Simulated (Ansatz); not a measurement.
SiNi:
```
SiNi
1.0
    5.09239     0.00000     0.00000
    0.00000     3.35810     0.00000
    0.00000     0.00000     5.56568
Ni Si
4 4
Direct
  0.50778   0.25000   0.68917
  0.00778   0.25000   0.81083
  0.49222   0.75000   0.31083
  0.99222   0.75000   0.18917
  0.67878   0.25000   0.08423
  0.17878   0.25000   0.41577
  0.32122   0.75000   0.91577
  0.82122   0.75000   0.58423
```

Relaxed with r²SCAN.

Task: Map the electron localisation function on the plane through (0.508, 0.250, 0.689) spanned by u = [1, 0, 0] and v = [0, 0, 1] in lattice vectors, from plane-wave PAW r²SCAN (Ansatz code).

Result: x is the fraction of u, y of v (the angle between them is 90°; rows are the nearest grid lines); atoms in the plane: Ni at (0.00, 0.00), Ni at (0.50, 0.12), Si at (0.17, 0.40), Si at (0.67, 0.73).
```
y \ x   0.000  0.0800  0.200  0.280  0.360  0.440  0.560  0.640  0.720  0.800  0.920   1.00
------  -----  ------  -----  -----  -----  -----  -----  -----  -----  -----  -----  -----
1.00    0.724   0.439  0.170  0.309  0.171  0.240  0.229  0.185  0.362  0.196  0.436  0.724
0.929   0.455   0.343  0.201  0.324  0.274  0.248  0.411  0.591  0.623  0.358  0.314  0.455
0.857   0.195   0.190  0.213  0.206  0.238  0.411  0.704  0.648  0.661  0.680  0.202  0.195
0.786   0.202   0.170  0.121  0.075  0.121  0.365  0.418  0.227  0.266  0.659  0.438  0.202
0.679   0.281   0.210  0.107  0.064  0.108  0.372  0.387  0.264  0.221  0.516  0.483  0.281
0.607   0.355   0.442  0.352  0.238  0.216  0.386  0.648  0.458  0.364  0.523  0.368  0.355
0.536   0.546   0.645  0.435  0.476  0.420  0.344  0.511  0.519  0.397  0.304  0.326  0.546
0.464   0.574   0.408  0.206  0.432  0.602  0.389  0.258  0.221  0.134  0.088  0.304  0.574
0.393   0.454   0.203  0.487  0.402  0.689  0.467  0.198  0.122  0.062  0.046  0.261  0.454
0.321   0.560   0.433  0.270  0.622  0.652  0.287  0.157  0.171  0.127  0.092  0.304  0.560
0.214   0.416   0.607  0.689  0.558  0.246  0.292  0.329  0.205  0.244  0.303  0.303  0.416
0.143   0.227   0.212  0.412  0.283  0.233  0.510  0.514  0.232  0.215  0.301  0.190  0.227
0.0714  0.447   0.307  0.189  0.238  0.207  0.442  0.433  0.190  0.224  0.201  0.329  0.447
0.000   0.724   0.439  0.170  0.309  0.171  0.240  0.229  0.185  0.362  0.196  0.436  0.724
```

The density is the valence pseudo-density with augmentation charge, so density and ELF within about 1 Å of a nucleus are not all-electron values.

Space group Pnma. Symmetry was held in the r²SCAN relaxation. The workflow began spin-polarised and lost its moments.

Potentials: the later of the program's two PAW sets.
